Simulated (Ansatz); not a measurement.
Given:

YSb:
```xyz
2
Lattice="0.0000 3.0586 3.0586 3.0586 0.0000 3.0586 3.0586 3.0586 0.0000" Properties=species:S:1:pos:R:3 pbc="T T T"
Y      3.0586     3.0586     3.0586
Sb     0.0000     0.0000     0.0000
```

This is the PBEsol-relaxed structure.

### Question
All from PBEsol in the plane-wave PAW code Ansatz, unless another level is named. Predict the electronic character.

### Answer
metallic (no gap).

### Question
What about the formation energy from the elements (no fitted shifts)?

### Answer
-1.21 eV/atom.

### Question
Give the density of states at the Fermi level.

### Answer
0.15 states/eV per atom (mean over ±0.08 eV).

### Question
And the gap with spin–orbit coupling?

### Answer
none (metallic).

Space group Fm-3m (rock salt). The first step of the workflow began from a Materials Project structure, measured or hypothetical; the Crystallography Open Database files this formula in space group No. 225, but the cells were not matched. Its standing as an ambient phase is unchecked. The cell was relaxed with PBEsol under the symmetry of its start; of distortions, only those at the zone centre were tested. The run is not spin-polarised. The references are the lowest solids computed at this level, not always the standard phases. Spin–orbit coupling is left out wherever it is not named.

Potentials: the later of the program's two PAW sets.
